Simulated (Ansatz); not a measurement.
TlSbTe2 in space group R-3m (No. 166; Te on 6c, Sb on 3b, Tl on 3a) at seven volumes, DFT-PBE in the program Ansatz with PAW potentials, shape and atoms relaxed at each. One row is withheld.

| V (Å³/atom) | P (GPa) |
|---|---|
| 31.666 | 3.50 |
| 32.710 | 2.14 |
| 33.753 | 0.97 |
| 34.797 | 0.00 |
| 35.841 | -0.82 |
| 36.885 | -1.50 |
| 37.929 | ? |

Task: Fit the shown pressures and predict the withheld one.

Result: P = (3/2)B₀(x^(7/2) − x^(5/2))[1 + (3/4)(B′ − 4)(x − 1)] with x = (V₀/V)^(2/3). Least squares on the six rows gives V₀ = 34.800 Å³/atom, B₀ = 29.7 GPa, B′ = 4.75. At V = 37.929, x = 0.9442 and P = -2.09 GPa. The run itself gave -2.04 GPa.

The workflow started from an entry of the Crystallography Open Database (COD). Whether it is the stable phase at ambient conditions was not checked. The cell was relaxed with PBE under the symmetry of its start; its stability against distortions is not shown here. Scalar-relativistic: spin–orbit coupling is off unless named, which matters more the heavier the elements.

Potentials: the later of the program's two PAW sets.
